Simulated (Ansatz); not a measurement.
AlC₆ in space group P-62m (No. 189; C on 1a, C on 3f, C on 2c, Al on 1b) under volume change, the program Ansatz at the r²SCAN level (PAW), shape and atoms relaxed at each volume.

| V (Å³/atom) | E − E(relaxed) (meV/atom) | P (GPa) |
|---|---|---|
| 13.227 | 6.4 | 1.72 |
| 13.663 | … | … |
| 14.099 | … | … |
| 14.535 | 0.0 | 0.00 |
| 14.971 | 0.5 | -0.31 |
| 15.407 | 1.8 | -0.62 |
| 15.843 | 3.7 | -0.76 |

Q: Some entries are withheld; supply them.

A: 
- 14.099, E − E(relaxed) (meV/atom): 0.6
- 14.099, P (GPa): 0.48
- 13.663, E − E(relaxed) (meV/atom): 2.6
- 13.663, P (GPa): 1.02

Q: What does a third-order Birch–Murnaghan fit give for V₀, B₀ and B′?

A: V₀ = 14.56 Å³/atom, B₀ = 12.7 GPa, B′ = 7.4.

The start of the workflow was typed in or built on a structure type; neither database checked (COD, Materials Project) lists it. Its standing as an ambient phase is unchecked. The r²SCAN relaxation kept the symmetry of its start; whether a distortion lowers the energy is not shown. The volume moved by 93 % from the start of the relaxation. Its formation energy is positive at this level, so the cell may be metastable or incomplete.

Potentials: the earlier of the program's two PAW sets. The files were generated under PBE; for other functionals the program regenerates the frozen cores, and for LDA and PBEsol the local potential too.
